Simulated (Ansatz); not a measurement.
AlPd:
```cif
data_Al4Pd4
_chemical_formula_sum 'Al4 Pd4'
_space_group_name_H-M_alt 'P 1'
_space_group_IT_number 1
_cell_length_a 4.84989
_cell_length_b 4.84989
_cell_length_c 4.84989
_cell_angle_alpha 90.000
_cell_angle_beta 90.000
_cell_angle_gamma 90.000
loop_
_space_group_symop_operation_xyz
  'x, y, z'
loop_
_atom_site_label
_atom_site_type_symbol
_atom_site_fract_x
_atom_site_fract_y
_atom_site_fract_z
_atom_site_occupancy
Al1 Al 0.84435 0.84435 0.84435 1
Al2 Al 0.65565 0.15565 0.34435 1
Al3 Al 0.34435 0.65565 0.15565 1
Al4 Al 0.15565 0.34435 0.65565 1
Pd1 Pd 0.14754 0.14754 0.14754 1
Pd2 Pd 0.35246 0.85246 0.64754 1
Pd3 Pd 0.64754 0.35246 0.85246 1
Pd4 Pd 0.85246 0.64754 0.35246 1
```

Relaxed with PBEsol.

Q: Which orbitals make up the states near the Fermi level in DFT-PBEsol in the program Ansatz with PAW potentials?

A: Within 0.5 eV of the Fermi level: Al 3p 51 %, Pd 4d 30 %, Al 3s 12 %, outside the projected shells 6 %. Projections are on Löwdin-orthogonalised atomic valence shells; empty p or d shells of many metals are not among them.

Q: Tabulate the density of states.

A: States/eV per cell of 8 atoms, in 0.25 eV bins, energy from the Fermi level.

```tsv
E (eV)	total	Pd 4d	Al 3p	Al 3s
-7.85	1.58	0.19	0.66	0.63
-7.60	1.95	0.30	0.76	0.77
-7.35	2.44	0.49	0.85	0.99
-7.10	2.29	0.62	0.74	0.83
-6.85	2.36	0.82	0.81	0.63
-6.60	4.67	2.01	1.37	1.15
-6.35	4.19	2.29	0.88	0.94
-6.10	3.76	2.41	0.51	0.77
-5.85	1.88	1.22	0.28	0.33
-5.60	2.74	1.48	0.98	0.16
-5.35	8.61	5.68	2.33	0.36
-5.10	4.37	3.19	0.96	0.13
-4.85	10.12	8.04	1.70	0.20
-4.60	10.72	9.14	1.33	0.13
-4.35	19.52	17.52	1.54	0.24
-4.10	9.14	8.09	0.83	0.13
-3.85	8.72	7.52	0.95	0.14
-3.60	12.78	11.29	1.20	0.16
-3.35	12.10	10.69	1.16	0.12
-3.10	12.65	11.20	1.12	0.19
-2.85	11.53	10.44	0.77	0.21
-2.60	14.09	12.24	1.35	0.33
-2.35	7.77	6.57	0.89	0.18
-2.10	6.12	4.91	0.87	0.20
-1.85	3.74	2.50	0.88	0.23
-1.60	2.67	1.37	0.99	0.20
-1.35	2.52	1.09	1.15	0.16
-1.10	3.01	1.47	1.25	0.16
-0.85	3.44	1.37	1.61	0.28
-0.60	3.47	1.20	1.68	0.36
-0.35	3.69	1.11	1.86	0.43
-0.10	2.63	0.71	1.40	0.30
0.15	1.08	0.35	0.54	0.12
0.40	0.80	0.30	0.36	0.11
0.65	1.07	0.36	0.52	0.14
0.90	1.65	0.48	0.89	0.18
1.15	2.51	0.65	1.45	0.23
1.40	2.32	0.56	1.36	0.20
1.65	1.53	0.34	0.87	0.18
1.90	1.34	0.28	0.73	0.19
2.15	1.60	0.33	0.75	0.35
2.40	1.99	0.42	0.74	0.64
2.65	2.06	0.39	0.91	0.52
2.90	2.52	0.42	1.14	0.60
3.15	4.12	0.59	1.69	1.13
3.40	2.91	0.37	1.21	0.76
3.65	3.19	0.36	1.33	0.75
3.90	4.29	0.41	1.69	0.91
4.15	4.36	0.37	1.79	0.86
4.40	3.09	0.22	1.21	0.59
4.65	3.83	0.24	1.44	0.63
```

Space group P2_13. The first step of the workflow began from a Materials Project structure, measured or hypothetical; the Crystallography Open Database copy checked does not list it. With Al and Pd taken as one species the cell has the higher symmetry Pa-3, so it may be an ordered model of a mixed-site phase. Its standing as an ambient phase is unchecked. Symmetry was held in the PBEsol relaxation; its stability against distortions is not shown here. No spin polarisation was allowed. Spin–orbit coupling is left out wherever it is not named.

Potentials: the earlier of the program's two PAW sets. The files were generated under PBE; for other functionals the program regenerates the frozen cores, and for LDA and PBEsol the local potential too.
